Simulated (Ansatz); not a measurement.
Geometry optimisation in Ansatz: input, command and trajectory.

```yaml
crystal:
  lattice:
    - [0.0, 3.1929879678, 3.1929879678]
    - [3.1929879678, 0.0, 3.1929879678]
    - [3.1929879678, 3.1929879678, 0.0]
  atoms:
    - { symbol: Cs, position: [0.0, 0.0, 0.0] }
    - { symbol: Mg, position: [0.5, 0.5, 0.5] }
basis:
  ecutwfc: 420
kpoints:
  mp_grid: { grid: [6, 6, 6] }
hamiltonian:
  xc: pbe
scf:
  occupations: { method: gaussian, width: 0.1 }
  lower_state_search: "off"
output:
  forces: true
  stress: true
  eigenvalues: true
relax:
  adjacent_minimum: "off"
  f_tol: 0.04
  max_steps: 70
  cell: { stress_tol: 0.4 }
```

```bash
ansatz run input.yaml --threads 1 --pin off --max-ram 2560MiB --backend cpu --events-out ev --progress --plain --runs-dir out
```

Method: DFT PBE, scalar-relativistic, plane waves, PAW (Ansatz).

Of 10 frames 9 are shown, positions in Å and forces in eV/Å; the SCF threshold varies from step to step. Steps run on the plane waves of an earlier cell, with a Pulay correction in the pressure. The basis is chosen afresh for the last frame, the zero of the energies, and at times for earlier ones too; energy and pressure step there, also at an unchanged geometry. Here that happened at step 7 (-34 meV/atom, 0.8 GPa); the frames before carry an error of that size.

```xyz
2
Lattice="0.0000 3.1930 3.1930 3.1930 0.0000 3.1930 3.1930 3.1930 0.0000" Properties=species:S:1:pos:R:3:forces:R:3 pbc="T T T" step=1 free_energy_over_end_meV_per_atom=847.72 pressure_GPa=13.34
Cs    0.0000    0.0000    0.0000    0.0000    0.0000    0.0000
Mg    3.1930    3.1930    3.1930    0.0000    0.0000    0.0000
2
Lattice="0.0000 3.3486 3.3486 3.3486 0.0000 3.3486 3.3486 3.3486 0.0000" Properties=species:S:1:pos:R:3:forces:R:3 pbc="T T T" step=2 free_energy_over_end_meV_per_atom=510.58 pressure_GPa=8.58
Cs    0.0000    0.0000    0.0000    0.0000    0.0000    0.0000
Mg    3.3486    3.3486    3.3486    0.0000    0.0000    0.0000
2
Lattice="0.0000 3.5043 3.5043 3.5043 0.0000 3.5043 3.5043 3.5043 0.0000" Properties=species:S:1:pos:R:3:forces:R:3 pbc="T T T" step=3 free_energy_over_end_meV_per_atom=281.69 pressure_GPa=5.08
Cs    0.0000    0.0000    0.0000    0.0000    0.0000    0.0000
Mg    3.5043    3.5043    3.5043    0.0000    0.0000    0.0000
2
Lattice="0.0000 3.6600 3.6600 3.6600 0.0000 3.6600 3.6600 3.6600 0.0000" Properties=species:S:1:pos:R:3:forces:R:3 pbc="T T T" step=4 free_energy_over_end_meV_per_atom=139.80 pressure_GPa=2.69
Cs    0.0000    0.0000    0.0000    0.0000    0.0000    0.0000
Mg    3.6600    3.6600    3.6600    0.0000    0.0000    0.0000
2
Lattice="0.0000 3.8146 3.8146 3.8146 0.0000 3.8146 3.8146 3.8146 0.0000" Properties=species:S:1:pos:R:3:forces:R:3 pbc="T T T" step=5 free_energy_over_end_meV_per_atom=67.97 pressure_GPa=0.96
Cs    0.0000    0.0000    0.0000    0.0000    0.0000    0.0000
Mg    3.8146    3.8146    3.8146    0.0000    0.0000    0.0000
2
Lattice="0.0000 3.9133 3.9133 3.9133 0.0000 3.9133 3.9133 3.9133 0.0000" Properties=species:S:1:pos:R:3:forces:R:3 pbc="T T T" step=6 free_energy_over_end_meV_per_atom=54.49 pressure_GPa=0.03
Cs    0.0000    0.0000    0.0000    0.0000    0.0000    0.0000
Mg    3.9133    3.9133    3.9133    0.0000    0.0000    0.0000
2
Lattice="0.0000 3.9133 3.9133 3.9133 0.0000 3.9133 3.9133 3.9133 0.0000" Properties=species:S:1:pos:R:3:forces:R:3 pbc="T T T" step=7 free_energy_over_end_meV_per_atom=20.23 pressure_GPa=0.79
Cs    0.0000    0.0000    0.0000    0.0000    0.0000    0.0000
Mg    3.9133    3.9133    3.9133    0.0000    0.0000    0.0000
2
Lattice="0.0000 4.0023 4.0023 4.0023 0.0000 4.0023 4.0023 4.0023 0.0000" Properties=species:S:1:pos:R:3:forces:R:3 pbc="T T T" step=8 free_energy_over_end_meV_per_atom=5.37 pressure_GPa=0.37
Cs    0.0000    0.0000    0.0000    0.0000    0.0000    0.0000
Mg    4.0023    4.0023    4.0023    0.0000    0.0000    0.0000
2
Lattice="0.0000 4.0865 4.0865 4.0865 0.0000 4.0865 4.0865 4.0865 0.0000" Properties=species:S:1:pos:R:3:forces:R:3 pbc="T T T" step=10 free_energy_over_end_meV_per_atom=0.00 pressure_GPa=0.06
Cs    0.0000    0.0000    0.0000    0.0000    0.0000    0.0000
Mg    4.0865    4.0865    4.0865    0.0000    0.0000    0.0000
```

The start puts this composition into another compound's structure type, which needn't suit it. The cell swells from 32.6 to 68.2 Å³ an atom, so the end can be far from any stable crystal. At the end the space group is Fm-3m (tolerance 0.05 Å).

The run took 13 s on 1 thread of Arm Neoverse V2 (shared host), peak memory 0.36 GiB.

The k mesh is coarse.